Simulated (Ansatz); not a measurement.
Relaxed-ion elastic tensor of Nb (fcc (Cu type), Fm-3m) in GPa (Voigt order), DFT-PBEsol in the program Ansatz with PAW potentials; density 8.51 g/cm³, 18.13 Å³ per atom.

```
       1      2      3      4      5      6
-  -----  -----  -----  -----  -----  -----
1  -22.8    273    273    0.0    0.0    0.0
2    273  -22.8    273    0.0    0.0    0.0
3    273    273  -22.8    0.0    0.0    0.0
4    0.0    0.0    0.0  -64.6    0.0    0.0
5    0.0    0.0    0.0    0.0  -64.6    0.0
6    0.0    0.0    0.0    0.0    0.0  -64.6
```

Is the crystal mechanically stable?

No: the smallest eigenvalue of C is -296 GPa.

The workflow started from an entry of the Crystallography Open Database (COD), which files this formula under 2 space groups. It is not the phase usual at ambient conditions (space group No. 229). The PBEsol relaxation kept the symmetry of its start. At this level the phase is mechanically unstable. No spin polarisation was allowed. As this level gives no gap, shear constants depend on the k-mesh and smearing (Fermi–Dirac, 0.1 eV here).

Potentials: the earlier of the program's two PAW sets. The files were generated under PBE; for other functionals the program regenerates the frozen cores, and for LDA and PBEsol the local potential too.
